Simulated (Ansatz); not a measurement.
AlNi (CsCl type, Pm-3m) under volume change, PBEsol (plane waves, PAW; program Ansatz), scaled uniformly.

| V (Å³/atom) | E − E(relaxed) (meV/atom) | P (GPa) |
|---|---|---|
| 10.672 | 60.4 | 19.97 |
| 11.024 | 25.3 | 12.21 |
| 11.376 | 6.0 | 5.60 |
| 11.727 | 0.0 | -0.02 |
| 12.079 | 5.5 | -4.82 |
| 12.431 | 20.7 | -8.91 |
| 12.783 | 44.1 | -12.39 |

Task: What does a third-order Birch–Murnaghan fit give for V₀, B₀ and B′?

Result: V₀ = 11.73 Å³/atom, B₀ = 173 GPa, B′ = 4.3.

Symmetry was held in the PBEsol relaxation; of distortions, only those at the zone centre were tested. The workflow began spin-polarised and lost its moments.

Potentials: the later of the program's two PAW sets.
